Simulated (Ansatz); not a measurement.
Computed with Ansatz, DFT r2SCAN, scalar-relativistic, plane waves, PAW.

Structure of Ag:

```xyz
1
Lattice="0.0000 2.0521 2.0521 2.0521 0.0000 2.0521 2.0521 2.0521 0.0000" Properties=species:S:1:pos:R:3 pbc="T T T"
Ag    0.0000    0.0000    0.0000
```

Plane waves to 500 eV, a k mesh through Γ of 18×18×18 on the computed 1-atom cell and Gaussian smearing (0.10 eV); no spin polarisation.

Levels along Γ–X–U | K–Γ–L–W–X, in eV from the Fermi level, sorted by energy at each point. Points in fractions of the primitive reciprocal vectors: Γ (0.000 0.000 0.000), X (0.500 0.000 0.500), U (0.625 0.250 0.625), K (0.375 0.375 0.750), L (0.500 0.500 0.500), W (0.500 0.250 0.750).
| point | k (1/Å, with 2π) | band 7 | band 8 | band 9 | band 10 | band 11 |
| --- | --- | --- | --- | --- | --- | --- |
| Γ | 0.000 | -5.08 | -5.08 | -4.06 | -4.06 | 16.38 |
| - | 0.219 | -5.00 | -5.00 | -4.14 | -4.03 | 16.45 |
| - | 0.437 | -4.78 | -4.78 | -4.33 | -3.93 | 16.64 |
| - | 0.656 | -4.42 | -4.42 | -4.29 | -3.78 | 16.09 |
| - | 0.875 | -3.98 | -3.98 | -3.61 | -3.31 | 14.15 |
| - | 1.093 | -3.54 | -3.54 | -3.45 | -1.53 | 11.49 |
| - | 1.312 | -3.34 | -3.19 | -3.19 | 0.53 | 8.47 |
| X | 1.531 | -3.31 | -3.06 | -3.06 | 1.78 | 6.89 |
| - | 1.608 | -3.32 | -3.10 | -3.06 | 1.86 | 6.89 |
| - | 1.686 | -3.36 | -3.22 | -3.08 | 2.06 | 6.91 |
| - | 1.763 | -3.42 | -3.40 | -3.11 | 2.39 | 6.92 |
| - | 1.840 | -3.62 | -3.51 | -3.15 | 2.81 | 6.94 |
| - | 1.917 | -3.86 | -3.61 | -3.20 | 3.31 | 6.89 |
| - | 1.995 | -4.10 | -3.72 | -3.26 | 3.86 | 6.36 |
| U | 2.072 | -4.34 | -3.84 | -3.33 | 4.47 | 5.46 |
| K | 2.072 | -4.34 | -3.84 | -3.33 | 4.47 | 5.46 |
| - | 2.304 | -4.93 | -4.17 | -3.60 | 2.66 | 6.50 |
| - | 2.536 | -4.99 | -4.39 | -3.93 | 0.15 | 8.77 |
| - | 2.768 | -4.90 | -4.47 | -4.27 | -1.90 | 10.92 |
| - | 3.000 | -4.80 | -4.59 | -4.41 | -3.28 | 13.26 |
| - | 3.232 | -4.85 | -4.83 | -4.26 | -3.91 | 15.65 |
| - | 3.464 | -5.02 | -5.00 | -4.12 | -4.05 | 16.40 |
| Γ | 3.696 | -5.08 | -5.08 | -4.06 | -4.06 | 16.38 |
| - | 3.885 | -5.04 | -5.04 | -4.08 | -4.08 | 16.39 |
| - | 4.075 | -4.94 | -4.94 | -4.10 | -4.10 | 15.46 |
| - | 4.264 | -4.87 | -4.87 | -4.03 | -4.03 | 12.87 |
| - | 4.454 | -4.92 | -4.22 | -3.81 | -3.81 | 10.04 |
| - | 4.643 | -5.00 | -3.55 | -3.55 | -2.85 | 7.31 |
| - | 4.832 | -5.08 | -3.34 | -3.34 | -1.24 | 4.91 |
| L | 5.022 | -5.11 | -3.27 | -3.27 | -0.25 | 3.66 |
| - | 5.176 | -5.05 | -3.47 | -3.27 | 0.06 | 3.68 |
| - | 5.331 | -4.89 | -3.92 | -3.30 | 0.83 | 3.76 |
| - | 5.486 | -4.63 | -4.40 | -3.33 | 1.85 | 3.92 |
| - | 5.640 | -4.80 | -4.34 | -3.34 | 3.00 | 4.22 |
| - | 5.795 | -5.10 | -4.12 | -3.26 | 4.24 | 4.72 |
| - | 5.950 | -5.27 | -4.05 | -3.12 | 5.46 | 5.47 |
| W | 6.104 | -5.33 | -4.05 | -3.05 | 6.18 | 6.18 |
| - | 6.214 | -4.97 | -4.00 | -3.05 | 5.28 | 7.09 |
| - | 6.323 | -4.58 | -3.86 | -3.05 | 4.42 | 7.10 |
| - | 6.432 | -4.17 | -3.70 | -3.05 | 3.62 | 7.02 |
| - | 6.542 | -3.77 | -3.54 | -3.06 | 2.91 | 6.96 |
| - | 6.651 | -3.41 | -3.41 | -3.06 | 2.32 | 6.92 |
| - | 6.760 | -3.33 | -3.15 | -3.06 | 1.93 | 6.90 |
| X | 6.870 | -3.31 | -3.06 | -3.06 | 1.78 | 6.89 |